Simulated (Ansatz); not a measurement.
The relaxed structure here is a generated cell of GePd3: the first start was made by placing the elements on the sites of a structure type, and the end was not matched to a known phase here, so it may be hypothetical.

The start is a generated cell, GePd3 built in the AFLOW prototype A3B_hP8_194_h_c (D0_19, as in Ni3Sn). The structure is fully relaxed (lattice and positions, P = 0) with r2SCAN (plane waves to 500 eV, PAW, scalar-relativistic; Ansatz, a first-principles code). The first steps use a 7×7×7 k-mesh.

Starting cell:
```
GePd3
1.0
    5.72071     0.00000     0.00000
   -2.86036     4.95428     0.00000
    0.00000     0.00000     4.58845
Pd Ge
6 2
Direct
  0.83920   0.67840   0.25000
  0.16080   0.83920   0.75000
  0.32160   0.16080   0.25000
  0.16080   0.32160   0.75000
  0.83920   0.16080   0.25000
  0.67840   0.83920   0.75000
  0.33333   0.66667   0.25000
  0.66667   0.33333   0.75000
```

- Initial pressure = -11.7 GPa (negative: the cell is under tension)
- Largest initial force = 1.08 eV/Å, on Pd1, Pd2, Pd3, Pd4, Pd5, Pd6 (atoms numbered as listed)
- Volume change = -9.1 %, from 16.26 to 14.77 Å³/atom
- Shortest distances (start → end) = The closest pairs of elements (up to four, under 3.6 Å), start → end: Ge–Pd 2.86 → 2.71 Å; Pd–Pd 2.76 → 2.73 Å
- Band gap at the end = zero (metallic)
- Optimiser moves = 9

Relaxed structure:

Space group P6₃/mmc (No. 194); a = b = 5.569 Å, c = 4.400 Å, α = β = 90.00°, γ = 120.00°

```json
[
 {"atom": "Pd", "site": "6h", "symmetry": "mm2", "x": "0.3393", "y": "0.1696", "z": "0.2500"},
 {"atom": "Ge", "site": "2c", "symmetry": "-6m2", "x": "0.3333", "y": "0.6667", "z": "0.2500"}
]
```

Final values are on a 10×10×11 k-mesh of the relaxed cell. No spin polarisation in the result.

The run could not lose the symmetry of its start: the end is stationary, and may be a saddle point rather than a minimum.
